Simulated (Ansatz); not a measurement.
How much do the gradients of InSe depend on the method?

Cell: a structure deposited in the COD, ions relaxed with PBE at fixed cell.

```cif
data_InSe
_symmetry_space_group_name_H-M 'P6_3/mmc'
_symmetry_Int_Tables_number 194
_cell_length_a 4.0500
_cell_length_b 4.0500
_cell_length_c 16.9300
_cell_angle_alpha 90.000
_cell_angle_beta 90.000
_cell_angle_gamma 120.000
loop_
_atom_site_label
_atom_site_type_symbol
_atom_site_symmetry_multiplicity
_atom_site_Wyckoff_symbol
_atom_site_fract_x
_atom_site_fract_y
_atom_site_fract_z
In In 4 f 0.3333 0.6667 0.1673
Se Se 4 f 0.3333 0.6667 0.5918
```

One atom of each set is listed.

First run. All values are calculated (Ansatz; DFT, PBE, plane waves and PAW, scalar-relativistic, 420 eV cutoff, Γ-centred 13×13×3 k-points, Fermi–Dirac smearing 0.05 eV), not measured.

```
site  V_zz (10²¹ V/m²)     η
  In            -10.80  0.00
  Se             -7.06  0.00
```

Second run. The same atoms and settings, except that the functional is LDA.

**Question.** Given the first result, estimate the second.

**Answer.** 

```
site    V_zz     η  change of V_zz
  In  -10.37  0.00           +0.43
  Se   -7.08  0.00           -0.02
```

The largest change of V_zz is on In, from -10.80 to -10.37. In per cent, |V_zz| changes by -4 on In, 0 on Se (all sites that start above 0.5).

Without spin–orbit coupling (the program notes it for In) the gradients can shift somewhat, as the gap is small.
For the first run: With a gap of 0.4 eV under a smearing of 0.05 eV the band edges are partly filled, so small gradients can hang on the smearing and the k-mesh.
For the second run: The largest force is 0.3 eV/Å, so the atoms aren't at the calculated equilibrium and relaxing them would move these values. With a gap of 0.13 eV under a smearing of 0.05 eV the band edges are partly filled, so small gradients can hang on the smearing and the k-mesh.
